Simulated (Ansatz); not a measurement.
Formation energy of rocksalt-structured YbB

Method: r²SCAN, scalar-relativistic; no spin polarisation; PAW, 500 eV, Γ-centred 12×12×12 mesh, 0.05 eV Gaussian smearing; code Ansatz; PAW files: Ansatz's generated set soft_2.

The structure was built from a prototype; whether the compound forms in it isn't claimed.

Symmetry: Fm-3m, No. 225, cubic system. Conventional cell: a = 5.255 Å, b = 5.255 Å, c = 5.255 Å, α = 90.00°, β = 90.00°, γ = 90.00°. Yb (site symmetry m-3m) is surrounded by 6 B at 2.63 Å. B (site symmetry m-3m) has 6 Yb at 2.63 Å as nearest neighbours. (Neighbours are counted to 15 % beyond the shortest distance.)

The elements were computed in their standard states with the same datasets, cutoff and functional. Total energies depend on the potentials used, so only differences within one code and one set of settings carry meaning.

Energy of the relaxed cell (2 atoms, smearing extrapolated to zero): -13961.418 eV. Elements, in eV/atom: Yb -13805.836, B -156.554.

Problem. What is the formation energy?

Solution. [-13961.418 − (1 × -13805.836 + 1 × -156.554)] / 2 = 0.49 eV/atom, or 47 kJ per mole of atoms.

The value is for 0 K, without zero-point energy. A positive value means that this structure is unstable even against the elements at this level.

With 27 valence electrons in the calculation's cell and no magnetic order, the bands, two electrons each, can't all be full or empty: band theory demands a metal. (Only strong correlation, outside this picture, could make a Mott insulator of it.)

Without a U the 4f levels of Yb lie too near the Fermi level, so their share of the states there, and what hangs on it, is overstated. For elements this heavy, spin–orbit coupling would shift levels and gaps; it isn't included here. Spin polarisation wasn't allowed in this run, so with an open shell this may not be the ground state.
